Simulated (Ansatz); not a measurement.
Theory: DFT PBE, scalar-relativistic, plane waves, PAW, and for the lanthanide a 4f-in-core norm-conserving potential (Ansatz). All cells share a 630 eV cutoff and Γ-centred k meshes spaced at most about 0.3 Å⁻¹ (about 0.25 or finer for metals, 2π included). No spin polarisation in the final relaxations.

Temperature and zero-point effects are left out.

Two forms of Dy3Be2Se were relaxed alike.

A.

```cif
data_structure
_symmetry_space_group_name_H-M 'P6/mmm'
_symmetry_Int_Tables_number 191
_cell_length_a 5.0529
_cell_length_b 5.0529
_cell_length_c 5.6582
_cell_angle_alpha 90.000
_cell_angle_beta 90.000
_cell_angle_gamma 120.000
_cell_volume 125.11
loop_
_atom_site_label
_atom_site_type_symbol
_atom_site_symmetry_multiplicity
_atom_site_Wyckoff_symbol
_atom_site_fract_x
_atom_site_fract_y
_atom_site_fract_z
_atom_site_occupancy
Dy1 Dy 2 c 0.33333 0.66667 0.00000 1
Dy2 Dy 1 b 0.00000 0.00000 0.50000 1
Be1 Be 2 d 0.33333 0.66667 0.50000 1
Se1 Se 1 a 0.00000 0.00000 0.00000 1
```

B.

```cif
data_structure
_symmetry_space_group_name_H-M 'P6/mmm'
_symmetry_Int_Tables_number 191
_cell_length_a 6.6615
_cell_length_b 6.6615
_cell_length_c 3.9374
_cell_angle_alpha 90.000
_cell_angle_beta 90.000
_cell_angle_gamma 120.000
_cell_volume 151.31
loop_
_atom_site_label
_atom_site_type_symbol
_atom_site_symmetry_multiplicity
_atom_site_Wyckoff_symbol
_atom_site_fract_x
_atom_site_fract_y
_atom_site_fract_z
_atom_site_occupancy
Dy1 Dy 3 g 0.50000 0.00000 0.50000 1
Be1 Be 2 c 0.33333 0.66667 0.00000 1
Se1 Se 1 a 0.00000 0.00000 0.00000 1
```

Task: Which is lower in energy, and by how much?

Result: A is lower, by 0.46 eV/atom. A has space group P6/mmm (No. 191), 20.9 Å³/atom and no gap on its mesh; B has space group P6/mmm (No. 191), 25.2 Å³/atom and no gap. The shortest distance is 2.83 Å (Dy–Be and Dy–Se) in A and 2.75 Å (Dy–Be) in B. The denser one is the lower, and pressure would at first widen the difference. In A, around Dy on a site of symmetry -6m2 lie 2 Be at 2.83 Å, 3 Se at 2.92 Å, 3 Dy at 2.92 Å, 6 Be at 4.06 Å and 6 Dy at 4.06 Å; Be has 5 Dy at 2.83–2.92 Å and 3 Be at 2.92 Å; Se is surrounded by 8 Dy at 2.83–2.92 Å; 1 more site not described. In B, Dy is surrounded by 4 Be at 2.75 Å, 4 Dy at 3.33 Å, 4 Se at 3.87 Å and 2 Dy at 3.94 Å; around Be lie 6 Dy at 2.75 Å, 3 Se at 3.85 Å and 5 Be at 3.85–3.94 Å; around Se lie 6 Be at 3.85 Å, 12 Dy at 3.87 Å and 2 Se at 3.94 Å. Both come from invented guesses. A third cell relaxed alike, in P4/mmm, lies 0.32 eV/atom below the lower of the two.

A magnetic state wasn't ruled out in cells without spin, among them P6/mmm at 25.2 Å³/atom. Cells relaxed within their symmetry can be saddle points.

The lanthanide is trivalent by construction, without f bands, f moments or other valences.
